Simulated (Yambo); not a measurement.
Yambo run on Ba2LuNbO6 (space group Fm-3m, No. 225). The wavefunctions are norm-conserving PBEsol (Quantum ESPRESSO, 100 Ry, no spin-orbit coupling) ones on a 2×2×2 mesh (47 occupied bands); a = b = c = 5.941 Å, α = β = γ = 60.00°.

Yambo input:

```
rim_cut
gw0
dyson
el_el_corr
HF_and_locXC
cohsex
em1s
RandQpts= 1000000
RandGvec= 1 Ry
EXXRLvcs= 100 Ry
VXCRLvcs= 400 Ry
Chimod= "HARTREE"
% BndsRnXs
 3 | 232 |
%
NGsBlkXs= 7 Ry
% LongDrXs
 1.0 | 1.0 | 1.0 |
%
ExtendOut
% QPkrange
 1 | 1 | 47 | 48 |
%
```

k points by index: 1 = Γ.

The o-*.qp file then holds:

```
#    K-point    Band    Eo [eV]    E [eV]    E-Eo [eV]    Vxc [eV]    Vnlxc [eV]    Sc|Eo [eV]    Re(Z)    Im(Z)
#
    1    47    0.000000    -1.668194    -1.668194    -23.59368    -27.89427    2.632400    1.000000    0.000000
    1    48    2.825948    2.645595    -0.180353    -15.25514    -9.966128    -5.469366    1.000000    0.000000
```
(The two width columns are left out.) Convergence of these settings isn't established.

Geometry of the Materials Project entry, not relaxed at this level.

The structure is a Materials Project entry; no match was found in the copy of COD used, and its stability was not checked.
